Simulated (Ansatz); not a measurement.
A relaxed structure of Mg3Sb2 is spoiled in several ways and relaxed again each time (noise and exchanges are one random draw each; squeezed and stretched starts keep its symmetry, which their runs cannot lower; pressure is positive under compression). All values below come from r2SCAN (plane waves to 500 eV, PAW, scalar-relativistic; Ansatz, a first-principles code).

Space group P-3m1 (No. 164); a = b = 4.5678 Å, c = 7.2456 Å, α = β = 90.00°, γ = 120.00°

```tsv
atom	site	symmetry	x	y	z
Sb	2d	3m.	0.3333	0.6667	0.2287
Mg	1a	-3m.	0.0000	0.0000	0.0000
Mg	2d	3m.	0.6667	0.3333	0.3664
```

### Question
One start gave a first pressure of +8.0 GPa, a largest first force of 0.38 eV/Å and released 0.071 eV/atom. Which change was it?
(A) with every coordinate shifted by Gaussian noise of σ = 0.3 Å
(B) doubled along one cell vector, shaken by Gaussian noise of σ = 0.08 Å a coordinate
(C) deformed by the Cartesian strain tensor (xx, yy, zz, yz, xz, xy) = (0.006, 0.056, 0.002, 0.067, 0.007, 0.023)
(D) squeezed uniformly to 88 % of its volume

### Answer
D, squeezed uniformly to 88 % of its volume. All starts:

```csv
change,first pressure (GPa),largest first force (eV/Å),released (eV/atom),moves,outcome,final group,E − E(parent) (eV/atom)
squeezed uniformly to 88 % of its volume,8.0,0.38,0.071,4,returns to the parent,P-3m1,0.000
"deformed by the Cartesian strain tensor (xx, yy, zz, yz, xz, xy) = (0.006, 0.056, 0.002, 0.067, 0.007, 0.023)",-1.8,0.56,0.056,6,returns to the parent,P-3m1,0.000
with every coordinate shifted by Gaussian noise of σ = 0.3 Å,6.1,3.55,0.36,6,returns to the parent,P-3m1,0.000
"doubled along one cell vector, shaken by Gaussian noise of σ = 0.08 Å a coordinate",0.9,2.09,0.061,4,returns to the parent,P-3m1,0.000
```

First-step values come from each run's starting, coarser k-mesh (9×9×5, 8×8×5, 8×4×5). Each cell has its own k-point mesh; energy differences are given only to the digits this allows. No spin polarisation in the result.
